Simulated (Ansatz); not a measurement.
TaNi3 (Fmmm); total moment held at 1.2 μB.

```xyz
4
Lattice="0.0000 2.5511 3.7045 2.5464 0.0000 3.7045 2.5464 2.5511 0.0000" Properties=species:S:1:pos:R:3 pbc="T T T"
Ta    0.0000    0.0000    0.0000
Ni    2.5464    2.5511    3.7045
Ni    1.2732    1.2756    1.8523
Ni    3.8196    3.8267    5.5568
```

The geometry is a structure from the Materials Project, held fixed and not relaxed.

Functional, mesh and filling: LDA, 8×8×8 k mesh, Fermi–Dirac smearing of 0.05 eV. AE-PAW is all-electron PAW in Ansatz 0.2.0 on datasets made for the crystal. Site moments are integrated in spheres about the atoms. Start moments (μB): Ta1 0.3, Ni2 0.3, Ni3 0.3, Ni4 0.3.

The self-consistent cycle went as follows.

```
iteration  Harris–Foulkes energy less the last (meV)  density residual (eV)  M (μB)  ∫|m| (μB)
        1                                  -4877.756                2.4e+01  1.2000     1.2050
        2                                  -2365.553                6.2e+00  1.2000     1.2000
        3                                  -1035.470                3.0e+00  1.2000     1.2017
        4                                  -1598.614                2.2e+01  1.2000     1.2011
        5                                    -20.702                5.0e-01  1.2000     1.2013
        6                                     60.177                6.0e-02  1.2000     1.2012
        7                                      7.908                2.5e-02  1.2000     1.2009
        8                                      4.867                4.7e-03  1.2000     1.2009
        9                                      0.154                5.0e-04  1.2000     1.2007
       10                                     -0.207                2.1e-03  1.2000     1.2006
       11                                      0.017                5.8e-05  1.2000     1.2005
       12                                     -0.012                1.5e-04  1.2000     1.2005
       13                                     -0.007                5.3e-05  1.2000     1.2005
       14                                     -0.002                2.3e-05  1.2000     1.2005
       15                                      0.000                5.2e-06  1.2000     1.2005
       16                                      0.000                5.4e-08  1.2000     1.2005
       17                                      0.000                1.1e-07  1.2000     1.2005
       18                                      0.000                1.7e-08  1.2000     1.2005
```

Site moments (μB): Ta1 0.17, Ni2 0.33, Ni3 0.26, Ni4 0.26. Cell moment 1.20 μB.

The Ansatz runs typed with the search for lower states off end where their start leads. Spin–orbit coupling is left out although heavy atoms are present. The magnetic state is the one that this cell and start allow. It needn't be the compound's measured order, which may need a larger cell or be absent.
